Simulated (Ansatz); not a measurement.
# V: constraining the magnetisation

V is taken as a measured crystal structure (space group Im-3m), 1 atom in the cell. Source: COD entry 7101267; the sample's temperature and pressure aren't taken into account, and it need not be the stable phase.

```yaml
crystal:
  lattice:
    - [-1.51300, 1.51300, 1.51300]
    - [1.51300, -1.51300, 1.51300]
    - [1.51300, 1.51300, -1.51300]
  atoms:
    - { symbol: V, position: [0.00000, 0.00000, 0.00000] }
```

Site labels below count the atoms in this order, from 1.

Level of theory: DFT, r2SCAN, PAW, plane waves, scalar-relativistic in Ansatz development build ahead of 0.2.0.

| Setting | Value |
| --- | --- |
| Plane-wave cutoff | 500 eV |
| k-point mesh | 12×12×12 (Γ-centred) |
| Occupations | Fermi–Dirac smearing, 0.1 eV |
| Valence electrons | 13 |

Site moments are integrals over atomic spheres and don't add up to the total.

r2SCAN tends to overstate moments and magnetic energies in itinerant metals. A small moment in a metal is sensitive to the mesh and the smearing.

The total moment of the cell is held fixed (separate Fermi levels for the two spins), shared at the start among the V atoms with one sign; no search for lower states follows. F is the free energy per cell, and F(lowest) that of the lowest run, the runs with a free moment included. Each row is one local solution, which need not be the lowest state at that M. The run at M = 0 starts without moments and gives the spin-unpolarised solution. The cell holds one magnetic atom, so only parallel order fits; orders in a larger cell may lie lower.

The run at M = 0.72 μB took 1.7 s on 2 threads of Arm Neoverse V2 (shared host), peak memory 0.31 GiB.

```json
{"fixed M (μB/cell)": "0.00", "F − F(lowest) (meV/cell)": "1", "moments of V1 (μB)": "0.00"}
{"fixed M (μB/cell)": "0.18", "F − F(lowest) (meV/cell)": "1", "moments of V1 (μB)": "0.15"}
{"fixed M (μB/cell)": "0.36", "F − F(lowest) (meV/cell)": "0", "moments of V1 (μB)": "0.29"}
{"fixed M (μB/cell)": "0.54", "F − F(lowest) (meV/cell)": "2", "moments of V1 (μB)": "0.44"}
{"fixed M (μB/cell)": "0.72", "F − F(lowest) (meV/cell)": "?", "moments of V1 (μB)": "?"}
{"fixed M (μB/cell)": "0.90", "F − F(lowest) (meV/cell)": "49", "moments of V1 (μB)": "0.72"}
{"fixed M (μB/cell)": "1.08", "F − F(lowest) (meV/cell)": "98", "moments of V1 (μB)": "0.87"}
{"fixed M (μB/cell)": "1.26", "F − F(lowest) (meV/cell)": "?", "moments of V1 (μB)": "?"}
{"fixed M (μB/cell)": "1.44", "F − F(lowest) (meV/cell)": "259", "moments of V1 (μB)": "1.18"}
```

Question: Fill in the row for M = 0.72 μB.

Answer: 16 meV; moments V1 0.58 μB.

Question: Fill in the row for M = 1.26 μB.

Answer: 174 meV; moments V1 1.02 μB.

With the constraint released: “usual moment, free total moment [V1 2.00 μB]” ends at 0.40 μB, 0 meV; “usual moment scaled by 0.1, free total moment [V1 0.20 μB]” ends at 0.40 μB, 0 meV.
